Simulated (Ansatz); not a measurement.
Ansatz input

```yaml
crystal:
  lattice:
    - [4.1949796748, 0.0, 0.0]
    - [-2.0974898374, 3.6329589668, 0.0]
    - [0.0, 0.0, 13.7276594933]
  atoms:
    - { symbol: Sr, position: [1.0, 0.0, 1.0] }
    - { symbol: Sr, position: [1.0, 1.0, 0.5] }
    - { symbol: Sr, position: [0.3333333333, 0.6666666667, 0.25] }
    - { symbol: Sr, position: [0.6666666667, 0.3333333333, 0.75] }
hamiltonian:
  xc: pbesol
  pseudopotentials:
    kind: paw
    azcp:
      Sr: "pseudopotentials/Sr.paw.azcp"
basis:
  ecutwfc: 420
  fft_grid_basis: typed
kpoints:
  mp_grid: { grid: [10, 10, 3], shift: [0, 0, 0] }
magnetization:
  spin_polarized: false
scf:
  occupations: { method: fermi_dirac, width: 0.1 }
  lower_state_search: "off"
output:
  stress: true
```

Terminal output

```
Warning: the record states the generating functional pbe (its physics header spells it `PBE`), which answers neither for hamiltonian.xc's functional nor for the pbesol family's — results may be inconsistent (PPs are generated against a specific XC)
Engine: ansatz 0.2.0, x86_64-unknown-linux-gnu
Pseudopotentials: kind: paw
Pseudopotential: Sr, paw, valence charge 10, recommended cutoff 420 eV (normal) 
Functional definition: PBEsol
  exchange = pbesol_x
  correlation = pbesol_c
Crystal: 4 atoms, lattice volume = 209.212 Å³
Basis set: ecut = 420 eV, 4023 PW (Γ)
Bands: 24, of which v1, the nominal top of the filled ones, is band 20 counted from 1 (19 counted from 0)
Symmetry: 24 space group operations
Space group: P63/mmc (ITA 194), of the structure as read, at distance tolerance 5.9e-5 Å
k-points: 28 of 300
Non-local potential: Sr, projectors of the file, l = 0: 3, l = 1: 2, l = 2: 2
PAW form: soft (Blöchl's): semilocal exchange-correlation on the pseudo side does not see the compensation charge
PAW frozen core: Sr, regenerated for the run's functional, and the local potential with it (the file was generated under x = pbe(κ = 0.804, μ = 0.2195149727645171), c = pbe(β = 0.06672455060314922))
PAW one-centre angular grid: Sr, 110 points (default); XC on 64 Gauss nodes
Initial density: superposition of atomic densities (neutral atoms: chi_scale 0, normalization atom), corrected by the library's trained network
Initial wavefunctions: pseudopotential atomic-orbital guess
Functional: x = pbesol(κ = 0.804, μ = 0.12345679012345678), c = pbesol(β = 0.046)
SCF iter   1: F=—  HF=-13968.930056 eV  |F-HF|=—  |Δ(HF+E_count)|=         —  Δρ=1.53e-3  dr2=6.21e-3  ethr=1.77e-3  ⟨swp⟩=10.1  Hψ=8131  notcnv=0
automatic band count: the SCF goes on with 28 bands, as 24 were too few: the levels above may hold too much charge
SCF iter   2: F=—  HF=-13968.931146 eV  |F-HF|=—  |Δ(HF+E_count)|=   1.09e-3  Δρ=8.29e-4  dr2=2.75e-3  ethr=1.55e-5  ⟨swp⟩=2.9  Hψ=1521  notcnv=0
SCF iter   3: F=—  HF=-13968.930731 eV  |F-HF|=—  |Δ(HF+E_count)|=   4.15e-4  Δρ=2.04e-4  dr2=1.68e-4  ethr=6.88e-6  ⟨swp⟩=1.8  Hψ=831  notcnv=0
SCF iter   4: F=—  HF=-13968.930675 eV  |F-HF|=—  |Δ(HF+E_count)|=   5.67e-5  Δρ=4.54e-5  dr2=4.06e-6  ethr=4.21e-7  ⟨swp⟩=2.0  Hψ=920  notcnv=0
SCF iter   5: F=—  HF=-13968.930443 eV  |F-HF|=—  |Δ(HF+E_count)|=   2.31e-4  Δρ=9.83e-6  dr2=2.44e-7  ethr=1.01e-8  ⟨swp⟩=2.6  Hψ=1425  notcnv=0
SCF iter   6: F=-13968.930443 eV  HF=-13968.930443 eV  |F-HF|=1.74e-9  |Δ(HF+E_count)|=   7.18e-8  Δρ=2.15e-6  dr2=1.69e-8  ethr=2.50e-10  ⟨swp⟩=4.6  Hψ=2729  notcnv=0
SCF 1 converged in 6 iterations: F = -13968.930443 eV  dr2 = 1.69e-8
SCF converged after 6 iterations
Free energy (F): -13968.930443 eV
Harris-Foulkes:  -13968.930443 eV  (|F-HF|=1.74e-9)
Internal energy: -13968.755532 eV  (E = F + TS)
E sigma→0 (E₀):  -13968.842988 eV
Entropy (-TS):   -0.174911 eV (-43.728 meV/atom)
Fermi energy:    5.322814 eV
--- Per-component energies (eV) ---
  E_band       = -529.526638
  E_kinetic    = 967.131480
  E_local      = -3033.661130  (includes V_loc(G=0)·N_el)
  E_nonlocal   = 817.273085
  E_hartree    = 760.810813
  E_xc         = -678.347306
  E_vxc        = -635.015331  (∫ρ·V_xc dr)
  E_paw        = -10578.316945  (= ΣΔE_a)
  E_vpaw       = -166.880838  (= ΣTr[D̂ρ^β])
  E_aug_tail   = -0.000006  (compensation charges beyond the density's cutoff)
  E_ewald      = -2224.182913
  E_core_change = 0.537390  (= ΣΔE_core)
  E_smearing   = -0.174911  (= −TS)
  E_closure    = -0.000000  (closes the sum)
  Σ components = -13968.930443   (vs F -13968.930443, Δ=0.00e0)
--- Stress (GPa, compression-positive) ---
       -0.016258       0.000000       0.000000
        0.000000      -0.016258       0.000000
        0.000000       0.000000       0.024260
  P = ⅓ Tr σ = -0.0028 GPa (-0.028 kbar)
```
